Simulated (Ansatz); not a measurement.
A generated cell, not matched to a known phase here, of Zr3Ir: P6₃/mmc (No. 194), hP8; a = 5.963 Å, b = 5.963 Å, c = 5.021 Å, α = 90.00°, β = 90.00°, γ = 120.00°; Zr 6h (0.349, 0.174, 0.250); Ir 2c (0.333, 0.667, 0.250). Method: PBEsol (plane waves to 420 eV, PAW, scalar-relativistic; Ansatz, an electronic-structure program). Element references, the lowest calculated here: Zr (P6/mmm, not the ambient form), Ir (Fm-3m).

Question: What formation energy of this P6₃/mmc form of Zr3Ir from the elements does PBEsol give?

Answer: -0.28 eV/atom.

Question: How does this cell stand against the other phases calculated?

Answer: It lies 0.21 eV/atom above their hull: Zr3Ir → Zr2Ir + Zr (Zr2Ir I4/mcm, Zr P6/mmm) releases that much. A lower structure of this composition may exist.

Hull of the energies calculated here, no anion corrections, zero temperature, no zero-point energy; an uncalculated phase could lie lower. Values are rounded to 0.01 eV/atom. Not shown to be the ambient phase of their composition (a lower form may be missing, and a cell relaxed within its start's symmetry can be a saddle point): Zr3Ir (P6₃/mmc). Spin-orbit coupling is missing from these energies, which matters for elements this heavy. The compounds carry no spin polarisation.
